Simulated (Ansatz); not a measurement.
BaIrO$_{3}$ (cubic perovskite, space group No. 221) at seven volumes, the program Ansatz at the PBEsol level (PAW), scaled uniformly. One row is withheld.

| V (Å³/atom) | P (GPa) |
|---|---|
| 11.655 | 21.69 |
| 12.039 | 12.95 |
| 12.424 | 5.76 |
| 12.808 | -0.01 |
| 13.192 | -4.84 |
| 13.576 | ? |
| 13.961 | -12.86 |

**Question.** Fit the shown pressures and predict the withheld one.

**Answer.** P = (3/2)B₀(x^(7/2) − x^(5/2))[1 + (3/4)(B′ − 4)(x − 1)] with x = (V₀/V)^(2/3). Least squares on the six rows gives V₀ = 12.804 Å³/atom, B₀ = 182 GPa, B′ = 4.91. At V = 13.576, x = 0.9617 and P = -9.23 GPa. The run itself gave -9.14 GPa.

Space group Pm-3m (cubic perovskite). The workflow started from an entry of the Crystallography Open Database (COD). Whether it is the stable phase at ambient conditions was not checked. Symmetry was held in the PBEsol relaxation; of distortions, only those at the zone centre were tested. No spin polarisation was allowed. Scalar-relativistic: spin–orbit coupling is off unless named, which matters more the heavier the elements.

Potentials: the later of the program's two PAW sets.
